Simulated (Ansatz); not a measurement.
H in AlFe

Level of theory: DFT r2SCAN, scalar-relativistic, plane waves, PAW in Ansatz.

Settings: cutoff 500 eV, Γ-centred mesh 12×12×12 on the computed 2-atom cell, Gaussian smearing of 0.10 eV; collinear spin from starting moments -0.11 2.13 μB for the host; each changed cell takes a mesh and smearing chosen by its own gap and starts from the host's moments or customary ones, or runs without spin. Cells and atoms are relaxed to the nearest stationary point that keeps the symmetry of their start (forces under 0.02 to 0.04 eV/Å, stress under 0.1 to 0.2 GPa); energies are at zero smearing, without zero-point or thermal terms.

Relaxed host (gap on the mesh 0 eV):

```
Al Fe
1.0
     2.91796    0.00000    0.00000
     0.00000    2.91796    0.00000
     0.00000    0.00000    2.91796
Al Fe
1 1
Direct
  0.00000 0.00000 0.00000
  0.50000 0.50000 0.50000
```

Cases: (1) 3 H in a 1×1×1 repeat of the cell, at (0.000 0.000 0.500), (0.500 0.000 0.000), (0.000 0.500 0.000) in fractions of that repeat, 1.46 Å from the nearest atom of the relaxed host.

**Question.** Give the energy per H taken from half an H2 molecule (negative: uptake is favourable), the swelling and the final surroundings.

**Answer.**
```json
{"case": "1", "formula": "AlFeH3", "energy per H (eV)": "1.24", "ΔV (%)": "+61.3", "principal strains (%)": "+17.3 +17.3 +17.3", "nearest host atoms of the first H": "2 (Al) from 1.71 Å", "gap (eV)": "0", "moment (μB/cell)": "2.7"}
```

Each ion keeps what symmetry its start has, so a lower place off a symmetric site can be missed, above all for H.

Relaxed structure of case 1:

```cif
data_structure
_symmetry_space_group_name_H-M 'Pm-3m'
_symmetry_Int_Tables_number 221
_cell_length_a 3.4222
_cell_length_b 3.4222
_cell_length_c 3.4222
_cell_angle_alpha 90.000
_cell_angle_beta 90.000
_cell_angle_gamma 90.000
_cell_volume 40.08
loop_
_atom_site_label
_atom_site_type_symbol
_atom_site_symmetry_multiplicity
_atom_site_Wyckoff_symbol
_atom_site_fract_x
_atom_site_fract_y
_atom_site_fract_z
_atom_site_occupancy
Al1 Al 1 a 0.00000 0.00000 0.00000 1
Fe1 Fe 1 b 0.50000 0.50000 0.50000 1
H1 H 3 d 0.00000 0.00000 0.50000 1
```

The state reached may not be the lowest one. Only parallel moments were tried here. In AlFeH3 a bond of the host changes by more than 0.6 Å or the volume by a third: the framework has rearranged or swollen or shrunk strongly, and the figure may no longer describe a topotactic step.

Cost: 2 runs of about 0.95 core-minutes in all, on Intel Xeon Platinum 8581C (Emerald Rapids) (shared hosts).